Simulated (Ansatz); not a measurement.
NaF (rock salt, space group No. 225), a = 4.5945 Å, b = 4.5945 Å, c = 4.5945 Å, α = 90.00°, β = 90.00°, γ = 90.00°; the cell used has 2 atoms.

Relaxed with r²SCAN. Independent-particle spectrum: no excitons, no local fields, no scissors shift; 0.1 eV broadening; ε₁ of the summed bands alone.

Q: Tabulate the dielectric function from DFT-r²SCAN in the program Ansatz with PAW potentials.

A: 

```
E (eV)  ε₁ xx  ε₂ xx
------  -----  -----
0.0      1.67   0.00
0.3      1.67   0.00
0.6      1.68   0.00
0.9      1.68   0.00
1.2      1.68   0.00
1.5      1.68   0.00
1.8      1.69   0.00
2.1      1.69   0.00
2.4      1.70   0.00
2.7      1.70   0.00
3.0      1.71   0.00
3.3      1.72   0.00
3.6      1.73   0.00
3.9      1.74   0.00
4.2      1.75   0.00
4.5      1.77   0.00
4.8      1.78   0.00
5.1      1.80   0.00
5.4      1.82   0.00
5.7      1.85   0.00
6.0      1.88   0.00
6.3      1.92   0.00
6.6      1.97   0.00
6.9      2.04   0.00
7.2      2.20   0.01
7.5      2.28   0.27
7.8      2.22   0.40
8.1      2.16   0.47
8.4      2.10   0.53
8.7      2.06   0.57
9.0      2.02   0.60
9.3      1.98   0.63
9.6      1.95   0.65
9.9      1.93   0.68
10.2     1.91   0.70
10.5     1.89   0.72
10.8     1.88   0.75
11.1     1.87   0.78
11.4     1.87   0.83
11.7     1.87   0.90
12.0     1.84   1.08
```

Q: From ε at 9.2 eV (xx: 2.00 + 0.62i), find n, k, the normal reflectivity and the absorption coefficient.

A: n = 1.43, k = 0.217, R = 4 %, α = 2kE/ħc = 200000 cm⁻¹.

With all bands, ε∞ without local fields is 1.83. DFPT, with local fields, gives 1.82.

Space group Fm-3m (rock salt). The cell was relaxed with r²SCAN under the symmetry of its start; phonons on a q-mesh show no instability.

Potentials: the later of the program's two PAW sets.
